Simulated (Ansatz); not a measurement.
BP:
```
CELL_PARAMETERS angstrom
      3.00817     0.00000     0.00000
     -1.50409     2.60515     0.00000
      0.00000     0.00000     2.66093
ATOMIC_POSITIONS crystal
  B  0.00000 0.00000 0.00000
  P  0.66667 0.33333 0.50000
```

Relaxed with PBE. Special points in fractions of this cell's reciprocal vectors: Γ (0.000, 0.000, 0.000); M (0.500, 0.000, 0.000); K (0.333, 0.333, 0.000); A (0.000, 0.000, 0.500); L (0.500, 0.000, 0.500); H (0.333, 0.333, 0.500).

List the band energies nearest the Fermi level at these points for plane-wave PAW PBE (Ansatz code).

In eV from the Fermi level; about four levels below and three above (degenerate sets whole), none deeper than 8.9 eV; … stands for higher levels left out; points with the same levels are listed once.

```json
[
 {"k": "Γ", "below": "-0.71 -0.71 -0.44", "above": "4.11 4.11 …"},
 {"k": "M", "below": "-3.56", "above": "1.30 2.64 5.63"},
 {"k": "K", "below": "-7.74", "above": "3.75 4.73 7.60"},
 {"k": "A", "below": "–", "above": "3.16 3.16 3.64 3.64"},
 {"k": "L", "below": "-8.86 -7.78 -6.61 -4.86", "above": "0.93 1.24 …"},
 {"k": "H", "below": "-6.75 -4.30 -3.12 -2.53", "above": "…"}
]
```

Space group P-6m2. The cell is a constructed one: a structure type filled with these elements; neither database checked (COD, Materials Project) lists it. It is not the phase usual at ambient conditions (space group No. 216). The cell keeps a stress of up to 0.2 GPa. The cell was relaxed with PBE under the symmetry of its start; whether a distortion lowers the energy is not shown.

Potentials: the later of the program's two PAW sets.
